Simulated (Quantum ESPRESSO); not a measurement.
## Ge3NSi3Ga (input and log of a self-consistent run)

A calculation, not a measurement. The program is pw.x of Quantum ESPRESSO 7.5 (plane-wave density functional theory). The cell is made up: 8 atoms on a zincblende/diamond lattice, with randomly drawn elements, strain and displacements, not relaxed. PseudoDojo standard norm-conserving files (v0.5 for PBE, v0.4.1 for LDA and PBEsol) set the functional; there is no spin polarisation, spin-orbit coupling or dispersion term, and the masses in the input are unused placeholders.

Input:

```
&control calculation='scf', pseudo_dir='./dojo.nc.sr.pbe.v0_5.standard.upf', outdir='./o', disk_io='low', tprnfor=.true., tstress=.true. /
&system ibrav=0, nat=8, ntyp=4, nbnd=46, ecutwfc=84.00895049, nosym=.true., tot_charge=0,
 occupations='smearing', smearing='fd', degauss=0.0073498644
/
&electrons conv_thr=7.350e-09, electron_maxstep=60, /
ATOMIC_SPECIES
Ga 1.0 Ga.upf
Ge 1.0 Ge.upf
N 1.0 N.upf
Si 1.0 Si.upf
CELL_PARAMETERS angstrom
5.5611 0.0 0.0
0.0 5.5611 0.0
0.0 0.0 5.5611
ATOMIC_POSITIONS angstrom
Ge 0.0154 0.0454 -0.0563
N 0.0206 2.7916 2.8108
Si 2.7622 -0.0069 2.8086
Ge 2.7502 2.7539 0.0298
Ga 1.3535 1.4018 1.4066
Si 1.3563 4.2042 4.1964
Ge 4.1563 1.3916 4.1779
Si 4.1937 4.1081 1.3805
K_POINTS automatic
6 6 6 1 1 1
```

The log is shortened where brackets say so; the opening notice, blank lines, dates and the lines on written files are dropped, and the path of the files is cut. It prints rydbergs, bohrs and kilobars, and counts compression as positive stress.

```
     Program PWSCF v.7.5
     Parallel version (MPI & OpenMP), running on       4 processor cores
     Number of MPI processes:                 4
     Threads/MPI process:                     1
     [start-up lines left out]
     bravais-lattice index     =            0
     lattice parameter (alat)  =      10.5090  a.u.
     unit-cell volume          =    1160.5897 (a.u.)^3
     number of atoms/cell      =            8
     number of atomic types    =            4
     number of electrons       =        72.00
     number of Kohn-Sham states=           46
     kinetic-energy cutoff     =      84.0090  Ry
     charge density cutoff     =     336.0358  Ry
     scf convergence threshold =      7.3E-09
     mixing beta               =       0.7000
     number of iterations used =            8  plain     mixing
     Exchange-correlation= PBE
                           (   1   4   3   4   0   0   0)
     [axes and pseudopotential details left out]
   Cartesian axes
     site n.     atom                  positions (alat units)
         1        Ge     tau(   1) = (   0.0027692   0.0081639  -0.0101239  )
         2        N      tau(   2) = (   0.0037043   0.5019870   0.5054396  )
         3        Si     tau(   3) = (   0.4967003  -0.0012408   0.5050440  )
         4        Ge     tau(   4) = (   0.4945424   0.4952078   0.0053587  )
         5        Ga     tau(   5) = (   0.2433871   0.2520724   0.2529356  )
         6        Si     tau(   6) = (   0.2438906   0.7560015   0.7545989  )
         7        Ge     tau(   7) = (   0.7473881   0.2502383   0.7512722  )
         8        Si     tau(   8) = (   0.7541134   0.7387208   0.2482423  )
     number of k points=   108  Fermi-Dirac smearing, width (Ry)=  0.0073
     Number of k-points >= 100: set verbosity='high' to print them.
     Dense  grid:   120713 G-vectors     FFT dimensions: (  64,  64,  64)
     Estimated max dynamical RAM per process >     455.43 MB
     Estimated total dynamical RAM >       1.69 GB
     Initial potential from superposition of free atoms
     starting charge      71.9930, renormalised to      72.0000
     Starting wfcs are   52 randomized atomic wfcs
     total cpu time spent up to now is        7.6 secs
     per-process dynamical memory:   385.7 Mb
     Self-consistent Calculation
     iteration #  1     ecut=    84.01 Ry     beta= 0.70
     Davidson diagonalization with overlap
     ethr =  1.00E-02,  avg # of iterations =  3.1
     Threshold (ethr) on eigenvalues was too large:
     Diagonalizing with lowered threshold
     Davidson diagonalization with overlap
     ethr =  8.00E-04,  avg # of iterations =  1.7
     total cpu time spent up to now is       47.2 secs
     total energy              =    -734.49789599 Ry
     estimated scf accuracy    <       0.57739476 Ry
     iteration #  2     ecut=    84.01 Ry     beta= 0.70
     Davidson diagonalization with overlap
     ethr =  8.02E-04,  avg # of iterations =  6.0
     total cpu time spent up to now is       68.5 secs
     total energy              =    -734.26196371 Ry
     estimated scf accuracy    <       3.70279277 Ry
     iteration #  3     ecut=    84.01 Ry     beta= 0.70
     Davidson diagonalization with overlap
     ethr =  8.02E-04,  avg # of iterations =  4.0
     total cpu time spent up to now is       89.2 secs
     total energy              =    -734.76530966 Ry
     estimated scf accuracy    <       0.06013019 Ry
     iteration #  4     ecut=    84.01 Ry     beta= 0.70
     Davidson diagonalization with overlap
     ethr =  8.35E-05,  avg # of iterations =  3.7
     total cpu time spent up to now is      109.1 secs
     total energy              =    -734.77710470 Ry
     estimated scf accuracy    <       0.00656959 Ry
     iteration #  5     ecut=    84.01 Ry     beta= 0.70
     Davidson diagonalization with overlap
     ethr =  9.12E-06,  avg # of iterations =  6.8
     total cpu time spent up to now is      131.7 secs
     total energy              =    -734.77803542 Ry
     estimated scf accuracy    <       0.00129501 Ry
     iteration #  6     ecut=    84.01 Ry     beta= 0.70
     Davidson diagonalization with overlap
     ethr =  1.80E-06,  avg # of iterations =  3.8
     total cpu time spent up to now is      151.6 secs
     total energy              =    -734.77834969 Ry
     estimated scf accuracy    <       0.00014902 Ry
     iteration #  7     ecut=    84.01 Ry     beta= 0.70
     Davidson diagonalization with overlap
     ethr =  2.07E-07,  avg # of iterations =  2.0
     total cpu time spent up to now is      168.9 secs
     total energy              =    -734.77837844 Ry
     estimated scf accuracy    <       0.00000822 Ry
     iteration #  8     ecut=    84.01 Ry     beta= 0.70
     Davidson diagonalization with overlap
     ethr =  1.14E-08,  avg # of iterations =  3.2
     total cpu time spent up to now is      187.6 secs
     total energy              =    -734.77838123 Ry
     estimated scf accuracy    <       0.00000134 Ry
     iteration #  9     ecut=    84.01 Ry     beta= 0.70
     Davidson diagonalization with overlap
     ethr =  1.86E-09,  avg # of iterations =  2.0
     total cpu time spent up to now is      205.3 secs
     total energy              =    -734.77838160 Ry
     estimated scf accuracy    <       0.00000009 Ry
     iteration # 10     ecut=    84.01 Ry     beta= 0.70
     Davidson diagonalization with overlap
     ethr =  1.30E-10,  avg # of iterations =  3.4
     total cpu time spent up to now is      226.2 secs
     total energy              =    -734.77838163 Ry
     estimated scf accuracy    <       0.00000001 Ry
     iteration # 11     ecut=    84.01 Ry     beta= 0.70
     Davidson diagonalization with overlap
     ethr =  1.55E-11,  avg # of iterations =  3.0
     total cpu time spent up to now is      245.2 secs
     End of self-consistent calculation
     Number of k-points >= 100: set verbosity='high' to print the bands.
     the Fermi energy is     6.6430 ev
!    total energy              =    -734.77838163 Ry
     estimated scf accuracy    <          2.4E-09 Ry
     smearing contrib. (-TS)   =      -0.00418053 Ry
     internal energy E=F+TS    =    -734.77420110 Ry
     The total energy is F=E-TS. E is the sum of the following terms:
     one-electron contribution =    -444.54443196 Ry
     hartree contribution      =     267.04206939 Ry
     xc contribution           =    -187.59643326 Ry
     ewald contribution        =    -369.67540527 Ry
     convergence has been achieved in  11 iterations
     Forces acting on atoms (cartesian axes, Ry/au):
     atom    1 type  2   force =    -0.00811864   -0.03125364    0.03556191
     atom    2 type  3   force =    -0.00935576    0.01992303   -0.00718022
     atom    3 type  4   force =     0.00516966   -0.02480634   -0.02398356
     atom    4 type  2   force =    -0.00181944    0.02655114   -0.00828429
     atom    5 type  1   force =    -0.02307068    0.01886629    0.05815995
     atom    6 type  4   force =    -0.01165921   -0.04927575   -0.05665595
     atom    7 type  2   force =     0.01816951    0.04095782   -0.05668587
     atom    8 type  4   force =     0.03068455   -0.00096254    0.05906802
     Total force =     0.156636     Total SCF correction =     0.000260
     Computing stress (Cartesian axis) and pressure
          total   stress  (Ry/bohr**3)                   (kbar)     P=      -43.79
  -0.00029158   0.00000425   0.00002005          -42.89        0.62        2.95
   0.00000425  -0.00029975   0.00000840            0.62      -44.10        1.24
   0.00002005   0.00000840  -0.00030161            2.95        1.24      -44.37
     init_run     :      7.27s CPU      7.53s WALL (       1 calls)
     electrons    :    236.47s CPU    237.66s WALL (       1 calls)
     forces       :      2.53s CPU      2.55s WALL (       1 calls)
     stress       :      8.94s CPU      8.95s WALL (       1 calls)
     [timing details left out]
     PWSCF        :   4m15.35s CPU   4m16.87s WALL
     JOB DONE.
```

In other units: free energy -9997.169 eV for the cell, pressure -4.38 GPa, largest force component 1.519 eV/Å. A rerun of a related cell, with the same atoms placed differently, at 1437 eV and a 8 x 8 x 8 mesh moved values by no more than 0.004 eV in energy, 0.04 GPa in stress and 0.012 eV/Å in force.